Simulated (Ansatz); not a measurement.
SiC (4H type, space group P6_3mc)

```
SiC
1.0
    3.09412     0.00000     0.00000
   -1.54706     2.67959     0.00000
    0.00000     0.00000    10.12935
Si C
4 4
Direct
  0.00000   0.00000   0.00031
  0.00000   0.00000   0.50031
  0.66667   0.33333   0.75025
  0.33333   0.66667   0.25025
  0.00000   0.00000   0.81286
  0.00000   0.00000   0.31286
  0.66667   0.33333   0.56221
  0.33333   0.66667   0.06221
```

The slice is a (0001) plane (indices of the conventional cell) through the point (0.667, 0.333, 0.750) (fractional), spanned by u = [110] and v = [1 -1 0] in vectors of this cell: u (3.09 Å) and v (5.36 Å, at 90° to u). It covers one period; positions are fractions (u, v).

Calculation: PBE (plane waves to 420 eV, PAW, scalar-relativistic; Ansatz, a program for electronic structure). k mesh 12×12×4. These are valence fields of a PAW run, semicore shells included where kept as valence: close to a nucleus they are smooth pseudo fields. SiC was relaxed with its symmetry unable to fall.

Problem. Predict the map of the density of the lowest conduction band (whole band as if filled, smooth part) on the slice.

Solution. 
| v \ u | 0.00 | 0.11 | 0.22 | 0.33 | 0.44 | 0.56 | 0.67 | 0.78 | 0.89 |
|---|---|---|---|---|---|---|---|---|---|
| 0.88 | 0.041 | 0.031 | 0.017 | 0.017 | 0.026 | 0.026 | 0.017 | 0.017 | 0.031 |
| 0.75 | 0.036 | 0.032 | 0.026 | 0.022 | 0.021 | 0.021 | 0.022 | 0.026 | 0.032 |
| 0.62 | 0.033 | 0.035 | 0.040 | 0.035 | 0.017 | 0.017 | 0.035 | 0.040 | 0.035 |
| 0.50 | 0.024 | 0.025 | 0.029 | 0.021 | 0.009 | 0.009 | 0.021 | 0.029 | 0.025 |
| 0.38 | 0.028 | 0.022 | 0.015 | 0.023 | 0.038 | 0.038 | 0.023 | 0.015 | 0.022 |
| 0.25 | 0.021 | 0.021 | 0.023 | 0.029 | 0.035 | 0.035 | 0.029 | 0.023 | 0.021 |
| 0.12 | 0.013 | 0.026 | 0.039 | 0.038 | 0.034 | 0.034 | 0.038 | 0.039 | 0.026 |
| 0.00 | 0.009 | 0.013 | 0.027 | 0.027 | 0.024 | 0.024 | 0.027 | 0.027 | 0.013 |

Values: density of the lowest conduction band (whole band as if filled, smooth part) in e/Å³.
